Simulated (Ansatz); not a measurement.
BaAlSiH:
```yaml
crystal:
  lattice:
    - [4.31840, 0.00000, 0.00000]
    - [-2.15920, 3.73985, 0.00000]
    - [0.00000, 0.00000, 5.25584]
  atoms:
    - { symbol: Ba, position: [0.00000, 0.00000, 0.00136] }
    - { symbol: Al, position: [0.66667, 0.33333, 0.46337] }
    - { symbol: Si, position: [0.33333, 0.66667, 0.54317] }
    - { symbol: H, position: [0.66667, 0.33333, 0.13501] }
```

Relaxed with r²SCAN. Special points in fractions of this cell's reciprocal vectors: Γ (0.000, 0.000, 0.000); M (0.500, 0.000, 0.000); K (0.333, 0.333, 0.000); A (0.000, 0.000, 0.500); L (0.500, 0.000, 0.500); H (0.333, 0.333, 0.500).

Problem. List the band energies nearest the valence-band maximum at these points for DFT-r²SCAN in the program Ansatz with PAW potentials.

Solution. In eV from the valence-band maximum; about four levels below and three above (degenerate sets whole), none deeper than 8.9 eV; points with the same levels are listed once.

```
k                    below           above
-  -----------------------  --------------
Γ  -4.30 -0.69 -0.39 -0.39  1.73 3.42 3.42
M  -5.96 -3.18 -1.14 -0.47  0.97 2.83 3.37
K  -5.79 -3.08 -2.78 -0.71  1.52 3.19 4.24
A  -5.30 -0.09 -0.09 -0.03  2.19 2.19 2.34
L  -5.38 -3.32 -1.58 -0.70  1.93 3.79 4.39
H  -6.02 -3.07 -2.29 -0.38  3.51 4.47 4.70
```

Space group P3m1. The first step of the workflow began from a Materials Project structure, measured or hypothetical; the Crystallography Open Database copy checked does not list it. Whether it is the stable phase at ambient conditions was not checked. The r²SCAN relaxation kept the symmetry of its start; its stability against distortions is not shown here. Scalar-relativistic: spin–orbit coupling is off unless named, which matters more the heavier the elements.

Potentials: the later of the program's two PAW sets.
